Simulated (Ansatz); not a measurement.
# How much energy warms a nanoscale cell?

Candidates compared on computed values. The energy that a pulse needs to warm a small volume, and the thermal time constant, scale with heat capacity per volume.

The yardstick is sapphire. A cube of 20 nm edge is warmed by 50 K from 300 K, with the heat capacity held at its 300 K value. All rows have a gap.

### Data

Where the numbers come from (Ansatz, a plane-wave PAW program): C_V, highest phonon, zero-point energy, vibrational entropy: LDA, harmonic phonons over the whole zone; volume per atom: LDA, relaxed cell.

Model: share of the Dulong–Petit value = C_V/24.94; C per volume = C_V/(0.6022 V); energy = C per volume × edge³ × ΔT, with 1 nm³ = 10⁻²¹ cm³.

```
crystal                        C_V at 300 K (J/(K·mol of atoms))  V (Å³/atom)  highest phonon (cm⁻¹)  zero-point energy (meV/atom)  vibrational entropy at 300 K (J/(K·mol of atoms))  share of 3R (%)  C per volume (J/(K·cm³))  energy (fJ)
-----------------------------  ---------------------------------  -----------  ---------------------  ----------------------------  -------------------------------------------------  ---------------  ------------------------  -----------
ZnS (P6₃mc, hP16)                                           22.3        18.58                    352                            41                                               28.8               89                     1.993         0.80
sapphire (α-Al2O3), reference                               15.8         8.32                    898                            93                                               10.3               63                     3.154          1.3
Si3N4 (I-43d, cI28)                                         13.2         9.42                   1095                           114                                                8.6               53                     2.327         0.93
HfSiO4 (I4₁/amd)                                            16.7        10.50                   1121                            88                                               15.3               67                     2.641          1.1
```

Runs started from generated or typed cells of the structure named: sapphire. Whether these are the forms stable at ambient conditions was not checked: ZnS (P6₃mc, hP16). No claim is made that these are known or stable phases: Si3N4 (I-43d, cI28). Over 15 meV/atom above the lowest phase of their formula at hand: Si3N4 (I-43d, cI28) (100 meV/atom, r²SCAN). Spin–orbit coupling is left out unless named.

### Worked example

Worked for HfSiO4:

1. share of 3R: 100 × 16.7/24.94 = 67 %
2. heat capacity per volume: 16.7/(0.6022 × 10.50) = 2.641 J/(K·cm³)
3. energy: 2.641 × 20³ × 50 × 10⁻⁶ = 1.1 fJ

For sapphire, step by step:

share of 3R: 100 × 15.8/24.94 = 63 %; heat capacity per volume: 15.8/(0.6022 × 8.32) = 3.154 J/(K·cm³); energy: 3.154 × 20³ × 50 × 10⁻⁶ = 1.3 fJ.

### Result

By heat capacity per volume (lowest first): ZnS (P6₃mc, hP16) (1.993 ± 0.11), Si3N4 (I-43d, cI28) (2.327 ± 0.13), HfSiO4 (2.641 ± 0.14), sapphire (3.154 ± 0.17). The ± follows from allowances picked for this note (C_V 2 %, volume per atom 4 %, 3 % for the model), carried to first order and added in quadrature; ≈ joins neighbours closer than their two ± added in quadrature. On this figure 3 of 3 candidates do clearly better than the reference.

### Caveats

Constant-volume harmonic values; C_P is higher, by little in stiff crystals and by several percent in soft ones. Where several phases of a formula are at hand, those over 0.1 eV/atom above the lowest were not drawn (by r²SCAN where it compared them, else by the largest value; a layered or molecular lowest phase counts only with a dispersion term); other phases could lie lower still. The rows are a sample and no shortlist: familiar crystals first, some related and some not, whatever their agreement with measurement; tables with many equal figures were not kept. Limits of the draw: crystals with a gap; no unfamiliar magnets, and cubic perovskites only if shown or known to be stable. As a rule kept out of such tables: 4f compounds, open-shell compounds run without a Hubbard term, cells found unstable in the tests at hand, cells close to a higher symmetry, and runs set to a pressure or over 12 % in volume from the crystal's fullest run.
